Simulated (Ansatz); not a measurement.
Si3P4 in space group Fd-3m (No. 227; Si on 16c, Si on 8b, P on 32e), plane-wave PAW PBE (Ansatz code), all energies at zero smearing, with the estimated change up to a 700 eV cutoff added, with one set of potentials and settings (totals compare only within such a set). Cell of 14 atoms (6 Si, 8 P): -9860.334 eV.

```
element             reference phase  E (eV/atom)
-------  --------------------------  -----------
Si       Fd-3m, 2 atoms in the cell    -635.8114
P         Cmce, 4 atoms in the cell    -755.6733
```

Formation energy per atom, worked out: (-9860.334 − 6×(-635.8114) − 8×(-755.6733))/14 = -0.006 eV/atom (-1 kJ per mol of atoms), at 0 K, without zero-point energy or fitted corrections.

The start of the workflow was typed in or built on a structure type; neither database checked (COD, Materials Project) lists it. Whether it is the stable phase at ambient conditions was not checked. The cell was relaxed with PBE under the symmetry of its start; its stability against distortions is not shown here. The references are the lowest solids computed at this level, not always the standard phases.

Potentials: the earlier of the program's two PAW sets.
